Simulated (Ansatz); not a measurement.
Sheets of one type (MA2Z4 (prismatic core, outer Z over the empty site)-type), DFT-PBE in the program Ansatz with PAW potentials; HSE06 gaps on those cells.

```csv
layer,a (Å),thickness (Å)
TaP4Si2,3.540,9.40
WN4Si2,2.914,7.01
TaN4Si2,…,…
MoN4Si2,2.910,7.00
TaGe2N4,3.078,7.39
NbN4Si2,2.966,7.01
```

Question: What belongs in the gaps?

Answer: 
- TaN4Si2, a (Å): 2.967
- TaN4Si2, thickness (Å): 7.00

Spin orders computed, not proven ground states: TaGe2N4, MA2Z4 (prismatic core, outer Z over the empty site)-type layer ferromagnetic; NbN4Si2, MA2Z4 (prismatic core, outer Z over the empty site)-type layer ferromagnetic. Began spin-polarised and lost the moments: TaP4Si2, MA2Z4 (prismatic core, outer Z over the empty site)-type layer; TaN4Si2, MA2Z4 (prismatic core, outer Z over the empty site)-type layer. All cells were relaxed under the symmetry of their starts (and spin orders); stability against distortions was not tested throughout. Rows with no word on spin ran without spin polarisation. Scalar-relativistic: spin–orbit coupling is off unless named, which matters more the heavier the elements. Constructed layers (a layer type filled with these elements): TaP4Si2, MA2Z4 (prismatic core, outer Z over the empty site)-type layer; TaN4Si2, MA2Z4 (prismatic core, outer Z over the empty site)-type layer; TaGe2N4, MA2Z4 (prismatic core, outer Z over the empty site)-type layer; NbN4Si2, MA2Z4 (prismatic core, outer Z over the empty site)-type layer.

Potentials: the later of the program's two PAW sets.
